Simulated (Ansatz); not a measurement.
A trial cell of Ru was relaxed with PBEsol (plane waves to 420 eV, PAW, scalar-relativistic; Ansatz, an electronic-structure program).

Before: R-3m, hexagonal axes (No. 166), hR2; a = b = 3.5089 Å, c = 7.6187 Å, α = β = 90.00°, γ = 120.00°.

After relaxation:

Simulated powder pattern, Cu Kα, λ = 1.54184 Å (kinematic, ideal powder, no thermal factors, no anomalous dispersion; the 24 strongest lines at most, above 1 %, up to 2θ = 90°):

```csv
2θ (°),I/Imax (%)
42.35,100
61.43,16
77.45,32
```

Task: Identify the relaxed structure from its pattern: crystal system, space group and cell.

Result: Cubic, Im-3m (No. 229), cI2, bcc (W type); a = 3.018 Å, b = 3.018 Å, c = 3.018 Å, α = 90.00°, β = 90.00°, γ = 90.00°. Sites: Ru 2a (0.000, 0.000, 0.000).

Task: Index the strongest lines.

Result: 42.35° (110), 61.43° (200), 77.45° (211).

No spin polarisation in the result.

The run could not lose the symmetry of its start, so the end can be a saddle point.

The relaxed structure here is a generated cell of Ru: the first start was made by a random draw of sites in a space group, and the end was not matched to a known phase here, so it may be hypothetical. Known forms of Ru include space group No. 194.
